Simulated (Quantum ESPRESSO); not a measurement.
# Computed records: Zr2TaGaO8 (made-up cell)

Calculation on a made-up crystal cell, not a measurement: periodic Kohn-Sham density functional theory in plane waves with PseudoDojo standard norm-conserving scalar-relativistic pseudopotentials, each functional with its own files (v0.5 for PBE, v0.4.1 for LDA and PBEsol), no spin polarisation, no spin-orbit coupling, atoms not relaxed, stress positive in tension, energies less a fixed whole-eV offset for each atom's element; levels are Kohn-Sham levels at fractions of this cell's reciprocal vectors, counted from the reference band (half the neutral cell's valence electrons, rounded up) at Gamma; error bars cover cutoff and k-mesh only, not smearing or the files; each bar is the largest change over components, and at least 0.002 eV, 0.002 eV per angstrom or 0.02 GPa; added strain carries the atoms with the cell, and shear is the tensor component; no dispersion term; energies are for the whole cell, and the offsets were chosen from early runs and are not element reference energies. Program: Quantum ESPRESSO 7.5.

Settings shared by all entries: lattice type rutile, doubled along c; functional pbe; cutoff 1143 eV; fermi dirac smearing 0.025 eV; scf tolerance 1e-07 eV; electrons removed 0; k mesh 5 x 5 x 4, shifted by half a step.

(1) Zr2TaGaO8 (made-up cell)

```
CELL_PARAMETERS angstrom
4.79010 -0.02780 0.02480
-0.02780 4.71640 -0.03320
0.03310 -0.04430 6.48970
ATOMIC_POSITIONS crystal
Ga 0.03858 0.95751 0.98269
Zr 0.47632 0.49272 0.27108
Ta 0.02040 0.01039 0.49108
Zr 0.48784 0.50506 0.76260
O 0.29938 0.29903 0.96892
O 0.69460 0.67657 0.97879
O 0.78111 0.18981 0.24131
O 0.21641 0.83231 0.24777
O 0.32671 0.30895 0.52301
O 0.72042 0.66266 0.50890
O 0.80350 0.20317 0.74951
O 0.19619 0.80604 0.76896
```

| Item | Value |
| --- | --- |
| free energy less offsets | -0.514 eV |
| scf iterations | 17 |
| smearing term minus ts | 0 eV |
| pressure | 4.528 GPa |
| stress xx | -3.07 GPa |
| stress yy | -7.728 GPa |
| stress zz | -2.786 GPa |
| stress yz | -3.745 GPa |
| stress xz | 2.999 GPa |
| stress xy | 2.581 GPa |
| reference band | 49 |
| error bar energy | 0.003708 eV |
| error bar stress | 0.0304 GPa |
| error bar force | 0.003094 eV/Å |
| error bar next band up | 0.002 eV |
| error bars from | tighter rerun of a related cell |

Atoms:
```
atoms element  atom site  atom energy offset (eV)
           Ga          1                    -2080
           Zr          2                    -1377
           Ta          3                    -1770
           Zr          4                    -1377
            O          5                     -452
            O          6                     -452
            O          7                     -452
            O          8                     -452
            O          9                     -452
            O         10                     -452
            O         11                     -452
            O         12                     -452
```

Forces:
```
site  x (eV/Å)  y (eV/Å)  z (eV/Å)
   1    -3.071     2.422     1.999
   2     2.757   -0.3706    -3.813
   3    -3.973     0.478     2.233
   4     2.803    0.4648     1.416
   5    -1.947    -1.825     3.979
   6     2.238     2.185     3.583
   7     2.301     -1.41     2.324
   8    -1.015    0.6892     1.071
   9     -3.68    -3.259    -3.043
  10     1.512     2.605    -1.991
  11     2.419     -2.58    -2.851
  12   -0.3423     0.601    -4.906
```

Levels:
```
level k point  next band up (eV)
        Gamma              1.374
(1/2,1/2,1/2)              2.086
   (0.15,0,0)              1.479
   (0,0.15,0)              1.486
   (0,0,0.15)              1.491
```

(2) Zr2TaGaO8 (made-up cell)

```
CELL_PARAMETERS angstrom
4.79010 -0.02780 0.02480
-0.02780 4.71640 -0.03320
0.03310 -0.04430 6.48970
ATOMIC_POSITIONS crystal
Ga 0.03860 0.96205 0.98271
Zr 0.47632 0.49272 0.27108
Ta 0.02040 0.01039 0.49108
Zr 0.48784 0.50506 0.76260
O 0.29938 0.29903 0.96892
O 0.69460 0.67657 0.97879
O 0.78111 0.18981 0.24131
O 0.21641 0.83231 0.24777
O 0.32671 0.30895 0.52301
O 0.72042 0.66266 0.50890
O 0.80350 0.20317 0.74951
O 0.19619 0.80604 0.76896
```

| Property | Result |
| --- | --- |
| free energy less offsets | -0.564 eV |
| scf iterations | 17 |
| smearing term minus ts | 0 eV |
| pressure | 4.394 GPa |
| stress xx | -2.966 GPa |
| stress yy | -7.789 GPa |
| stress zz | -2.428 GPa |
| stress yz | -3.649 GPa |
| stress xz | 2.849 GPa |
| stress xy | 2.434 GPa |
| reference band | 49 |
| error bar energy | 0.003708 eV |
| error bar stress | 0.0304 GPa |
| error bar force | 0.003094 eV/Å |
| error bar next band up | 0.002 eV |
| error bars from | tighter rerun of a related cell |

Atoms:
```
atoms element  atom site  atom energy offset (eV)
           Ga          1                    -2080
           Zr          2                    -1377
           Ta          3                    -1770
           Zr          4                    -1377
            O          5                     -452
            O          6                     -452
            O          7                     -452
            O          8                     -452
            O          9                     -452
            O         10                     -452
            O         11                     -452
            O         12                     -452
```

Forces:
```
site  x (eV/Å)  y (eV/Å)  z (eV/Å)
   1    -2.991     2.249     1.808
   2     2.754   -0.3091    -3.815
   3    -3.918    0.4164     2.224
   4      2.82    0.5567     1.422
   5    -1.945    -1.818     3.995
   6     2.203      2.17     3.569
   7     2.308    -1.409     2.293
   8    -1.023    0.7058      1.09
   9    -3.683    -3.263    -3.045
  10     1.507     2.599    -1.991
  11      2.42    -2.574    -2.816
  12   -0.4525    0.6753    -4.735
```

Levels:
```
level k point  next band up (eV)
        Gamma              1.375
(1/2,1/2,1/2)              2.087
   (0.15,0,0)              1.481
   (0,0.15,0)              1.487
   (0,0,0.15)              1.492
```

(3) Zr2TaGaO8 (made-up cell)

```
CELL_PARAMETERS angstrom
4.79010 -0.02780 0.02480
-0.02780 4.71640 -0.03320
0.03310 -0.04430 6.48970
ATOMIC_POSITIONS crystal
Ga 0.03867 0.97276 0.98276
Zr 0.47632 0.49272 0.27108
Ta 0.02040 0.01039 0.49108
Zr 0.48784 0.50506 0.76260
O 0.29938 0.29903 0.96892
O 0.69460 0.67657 0.97879
O 0.78111 0.18981 0.24131
O 0.21641 0.83231 0.24777
O 0.32671 0.30895 0.52301
O 0.72042 0.66266 0.50890
O 0.80350 0.20317 0.74951
O 0.19619 0.80604 0.76896
```

| Item | Value |
| --- | --- |
| free energy less offsets | -0.6665 eV |
| scf iterations | 17 |
| smearing term minus ts | 0 eV |
| pressure | 4.136 GPa |
| stress xx | -2.81 GPa |
| stress yy | -7.962 GPa |
| stress zz | -1.635 GPa |
| stress yz | -3.403 GPa |
| stress xz | 2.515 GPa |
| stress xy | 2.019 GPa |
| reference band | 49 |
| error bar energy | 0.003708 eV |
| error bar stress | 0.0304 GPa |
| error bar force | 0.003094 eV/Å |
| error bar next band up | 0.002 eV |
| error bars from | tighter rerun of a related cell |

Atoms:
```
atoms element  atom site  atom energy offset (eV)
           Ga          1                    -2080
           Zr          2                    -1377
           Ta          3                    -1770
           Zr          4                    -1377
            O          5                     -452
            O          6                     -452
            O          7                     -452
            O          8                     -452
            O          9                     -452
            O         10                     -452
            O         11                     -452
            O         12                     -452
```

Forces:
```
site  x (eV/Å)  y (eV/Å)  z (eV/Å)
   1    -2.833       1.8     1.387
   2     2.747   -0.1628    -3.819
   3    -3.785    0.2685     2.205
   4     2.862    0.7756     1.432
   5    -1.917     -1.77     4.033
   6     2.111     2.126     3.536
   7     2.324    -1.402     2.219
   8     -1.04    0.7449     1.138
   9     -3.69    -3.272    -3.048
  10     1.496     2.586    -1.994
  11     2.422    -2.555    -2.733
  12    -0.698    0.8599    -4.358
```

Levels:
```
level k point  next band up (eV)
        Gamma              1.378
(1/2,1/2,1/2)              2.088
   (0.15,0,0)              1.484
   (0,0.15,0)              1.489
   (0,0,0.15)              1.495
```

(4) Zr2TaGaO8 (made-up cell)

```
CELL_PARAMETERS angstrom
4.79010 -0.02780 0.02480
-0.02780 4.71640 -0.03320
0.03310 -0.04430 6.48970
ATOMIC_POSITIONS crystal
Ga 0.03871 0.98084 0.98280
Zr 0.47632 0.49272 0.27108
Ta 0.02040 0.01039 0.49108
Zr 0.48784 0.50506 0.76260
O 0.29938 0.29903 0.96892
O 0.69460 0.67657 0.97879
O 0.78111 0.18981 0.24131
O 0.21641 0.83231 0.24777
O 0.32671 0.30895 0.52301
O 0.72042 0.66266 0.50890
O 0.80350 0.20317 0.74951
O 0.19619 0.80604 0.76896
```

| Quantity | Value |
| --- | --- |
| pressure | ? |
| stress xy | ? |

Atoms:
```
atoms element  atom site  atom energy offset (eV)
           Ga          1                    -2080
           Zr          2                    -1377
           Ta          3                    -1770
           Zr          4                    -1377
            O          5                     -452
            O          6                     -452
            O          7                     -452
            O          8                     -452
            O          9                     -452
            O         10                     -452
            O         11                     -452
            O         12                     -452
```

Q: What pressure does the calculation give for Zr2TaGaO8 (made-up cell) (entry 4)?
A: 3.997 GPa

Q: Estimate the stress xy of Zr2TaGaO8 (made-up cell) (entry 4).
A: 1.642 GPa

Further results for Zr2TaGaO8 (made-up cell) (entry 4):

| Item | Value |
| --- | --- |
| free energy less offsets | -0.728 eV |
| scf iterations | 17 |
| smearing term minus ts | 0 eV |
| stress xx | -2.778 GPa |
| stress yy | -8.124 GPa |
| stress zz | -1.088 GPa |
| stress yz | -3.201 GPa |
| stress xz | 2.282 GPa |
| reference band | 49 |
| error bar energy | 0.003708 eV |
| error bar stress | 0.0304 GPa |
| error bar force | 0.003094 eV/Å |
| error bar next band up | 0.002 eV |
| error bars from | tighter rerun of a related cell |

Forces:
```
site  x (eV/Å)  y (eV/Å)  z (eV/Å)
   1    -2.751     1.424     1.098
   2     2.743  -0.05136    -3.818
   3    -3.684    0.1549     2.191
   4     2.894    0.9422     1.435
   5    -1.866      -1.7      4.06
   6     2.036     2.083     3.512
   7     2.336    -1.394     2.163
   8    -1.053    0.7739     1.176
   9    -3.695    -3.278     -3.05
  10     1.487     2.576    -1.995
  11     2.421    -2.536    -2.672
  12   -0.8688     1.005    -4.099
```

Levels:
```
level k point  next band up (eV)
        Gamma              1.379
(1/2,1/2,1/2)              2.088
   (0.15,0,0)              1.485
   (0,0.15,0)               1.49
   (0,0,0.15)              1.497
```
